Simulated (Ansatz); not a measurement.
Here is the system:

HfSiO$_{4}$:
```xyz
12
Lattice="-3.2910 3.2910 2.9830 3.2910 -3.2910 2.9830 3.2910 3.2910 -2.9830" Properties=species:S:1:pos:R:3 pbc="T T T"
Hf     0.0000     3.2910     1.4915
Hf     0.0000     0.0000     0.0000
Si     3.2910     0.0000     1.4915
Si     0.0000     0.0000     2.9830
O      3.2910     2.0747    -1.0851
O      4.5074     0.0000     0.4064
O      0.0000     1.2163     1.8980
O      2.0747     0.0000     0.4064
O      3.2910     1.2163     2.5766
O      1.2163     0.0000     4.0681
O      3.2910    -1.2163     2.5766
O      2.0747     3.2910     1.0851
```

This is the PBEsol-relaxed structure.

Q: All from plane-wave PAW PBEsol (Ansatz code), unless another level is named. Give the band gap.

A: 5.37 eV (indirect).

Q: What about the HSE06 gap on the PBEsol cell?

A: 7.29 eV.

Q: Predict the valence-band maximum.

A: on the Γ–Z line, 14 % of the way from Γ.

Space group I4_1/amd. Symmetry was held in the PBEsol relaxation. The run is not spin-polarised. Spin–orbit coupling is left out wherever it is not named.

Potentials: the later of the program's two PAW sets.
